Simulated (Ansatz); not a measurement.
Ti:
```cif
data_Ti3
_chemical_formula_sum 'Ti3'
_space_group_name_H-M_alt 'P6/mmm'
_space_group_IT_number 191
_space_group_name_Hall '-P 6 2'
_cell_length_a 4.56821
_cell_length_b 4.56821
_cell_length_c 2.82429
_cell_angle_alpha 90.000
_cell_angle_beta 90.000
_cell_angle_gamma 120.000
loop_
_atom_site_label
_atom_site_type_symbol
_atom_site_symmetry_multiplicity
_atom_site_Wyckoff_symbol
_atom_site_fract_x
_atom_site_fract_y
_atom_site_fract_z
_atom_site_occupancy
Ti1 Ti 1 a 0.00000 0.00000 0.00000 1
Ti2 Ti 2 d 0.33333 0.66667 0.50000 1
```

Relaxed at zero pressure with r²SCAN (plane waves, PAW; program Ansatz).

Q: The volume is lowered by 3 % and shape and atoms relax at that volume. What pressure results, and how do the axes share the change?

A: 3.8 GPa; a -1.1 %, b -1.1 %, c -0.9 %; the energy rises by 6 meV/atom.

Q: Give the new structure.

A: 
Space group P6/mmm (No. 191); a = b = 4.5199 Å, c = 2.7984 Å, α = β = 90.00°, γ = 120.00°

| atom | site | symmetry | x | y | z |
|---|---|---|---|---|---|
| Ti | 1a | 6/mmm | 0.0000 | 0.0000 | 0.0000 |
| Ti | 2d | -6m2 | 0.3333 | 0.6667 | 0.5000 |

The phase is kept; no other phase was compared at this pressure.

This is a known high-pressure phase of the composition, computed here at zero pressure and temperature. The cell was relaxed with r²SCAN under the symmetry of its start; of distortions, only those at the zone centre were tested. The run is not spin-polarised. Axis ratios of metals converge slowly with the k-mesh, so a and c are less sure than the volume.

Potentials: the later of the program's two PAW sets.
